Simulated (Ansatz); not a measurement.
The relaxed structure here is a generated cell of AlRu: the first start was made by placing the elements on the sites of a structure type, and the end was not matched to a known phase here, so it may be hypothetical.

A relaxed cell of AlRu (Cmcm (No. 63)), relaxed on a k-mesh at least as fine as the one used below. All values below come from PBE (plane waves to 420 eV, PAW, scalar-relativistic; Ansatz, a first-principles code). Γ-centred k-mesh 11×11×4 on the run's cell (coarser than for final values), Fermi–Dirac smearing 0.05 eV.

```xyz
8
Lattice="1.4933 -4.5814 0.0000 1.4933 4.5814 0.0000 0.0000 0.0000 8.2436" Properties=species:S:1:pos:R:3 pbc="T T T"
Al     1.4933    -0.8513     3.0914
Al     1.4933    -0.8513     7.2132
Al     1.4933     0.8513     1.0305
Al     1.4933     0.8513     5.1523
Ru     1.4933    -3.3343     3.0914
Ru     1.4933    -3.3343     7.2132
Ru     1.4933     3.3343     1.0305
Ru     1.4933     3.3343     5.1523
```

Every atom was then displaced, and the forces became (eV/Å):

```tsv
atom	Fx	Fy	Fz
Al1	0.60	0.87	0.31
Al2	0.23	1.45	-1.63
Al3	0.07	-0.04	-0.64
Al4	0.49	-1.66	0.90
Ru5	-0.65	-1.53	-0.59
Ru6	-0.03	-1.67	0.08
Ru7	-0.30	0.81	0.78
Ru8	-0.42	1.77	0.79
```

Task: Which atom was moved farthest relative to the others, and in which direction?

Result: Ru5, by (0.11, 0.17, 0.03) Å (0.20 Å, mean shift removed); the next is Ru8 with 0.14 Å. Its force makes an angle of 165° with its move.

All displacements (Å):

```json
[
 {"atom": "Al1", "ux": "-0.104", "uy": "0.010", "uz": "-0.110"},
 {"atom": "Al2", "ux": "-0.019", "uy": "-0.073", "uz": "0.039"},
 {"atom": "Al3", "ux": "0.041", "uy": "-0.050", "uz": "-0.019"},
 {"atom": "Al4", "ux": "-0.040", "uy": "0.027", "uz": "-0.123"},
 {"atom": "Ru5", "ux": "0.120", "uy": "0.155", "uz": "-0.043"},
 {"atom": "Ru6", "ux": "0.003", "uy": "0.058", "uz": "-0.084"},
 {"atom": "Ru7", "ux": "0.018", "uy": "-0.108", "uz": "-0.106"},
 {"atom": "Ru8", "ux": "0.073", "uy": "-0.123", "uz": "-0.133"}
]
```

Task: Estimate the energy cost of the displacement in the harmonic approximation and compare with the calculation.

Result: For a harmonic well ΔE = −½ Σ F·u = 0.670 eV a cell, or 84 meV/atom. The calculated energy relative to the undisplaced cell is +0.08 eV/atom, so the harmonic estimate holds well.

The undisplaced cell is probably no minimum: from this displacement the run went on to Pm-3m (No. 221), 0.21 eV/atom below it.

No spin polarisation in the result.
